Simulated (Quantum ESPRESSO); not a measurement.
## MgGa3O5F (convergence and cost over cutoff and k mesh)

Computed values, not a measurement. The program is pw.x of Quantum ESPRESSO 7.5 (plane-wave density functional theory). The cell is made up: 10 atoms on a corundum lattice, with randomly drawn elements, strain and displacements, not relaxed. PseudoDojo standard norm-conserving files (v0.5 for PBE, v0.4.1 for LDA and PBEsol) set the functional; there is no spin polarisation, spin-orbit coupling or dispersion term, and the masses in the input are unused placeholders.

Input of the run in row 4:

```
&control calculation='scf', pseudo_dir='./dojo.nc.sr.pbe.v0_5.standard.upf', outdir='./o', disk_io='medium', tprnfor=.true., tstress=.true. /
&system ibrav=0, nat=10, ntyp=4, nbnd=49, ecutwfc=84.00895049, nosym=.true., tot_charge=0,
 occupations='smearing', smearing='fd', degauss=0.0018374661
/
&electrons conv_thr=7.350e-09, electron_maxstep=60, /
ATOMIC_SPECIES
F 1.0 F.upf
Ga 1.0 Ga.upf
Mg 1.0 Mg.upf
O 1.0 O.upf
CELL_PARAMETERS angstrom
2.4947 1.4403 4.4799
-2.4947 1.4403 4.4799
0.0 -2.8806 4.4799
ATOMIC_POSITIONS angstrom
Mg -0.0184 -0.0334 4.7398
Ga -0.0078 -0.028 2.0055
Ga -0.0238 0.055 8.6736
Ga -0.0079 -0.0191 11.4632
O -0.9679 1.475 7.8679
O -0.7659 -1.5845 7.8455
O 1.7065 0.1342 7.8302
O 0.9229 -1.4734 5.6141
O 0.736 1.4805 5.597
F -1.7086 -0.1427 5.5969
K_POINTS automatic
5 5 5 1 1 1
```

The same cell was run at these settings. Meshes are shifted by half a step, and differences are from the last row, which is itself not exact.

```
cutoff (eV)     k mesh  k points solved  threshold (eV)  free energy less the last row's (eV)  pressure (GPa)  largest stress difference (GPa)  largest force difference (eV/Å)  iterations  wall time (s)  k-point pools                  processor
        800  2 x 2 x 2                4           1e-04                                 4.336          -52.13                            64.24                            0.089           9             45              1      AMD EPYC, Zen 5 class
       1143  1 x 1 x 1                1           1e-07                                -1.349            8.59                             4.54                            0.385          12             30              1      AMD EPYC, Zen 5 class
        684  5 x 5 x 5               63           1e-07                                25.028         -248.65                           260.42                            0.307          12            377              1      AMD EPYC, Zen 5 class
       1143  5 x 5 x 5               63           1e-07                                 0.004           11.69                             0.03                            0.002          13            785              1      AMD EPYC, Zen 5 class
       1437  7 x 7 x 7              172           1e-07                                 0.000           11.71                             0.00                            0.000          13            469              4  Intel Xeon, 2023 or later
```

Each pool is one process. Wall times include start-up and a band step at six k points, which weighs most on the coarsest meshes. The runs were on shared virtual cores whose load varied, so times are rough.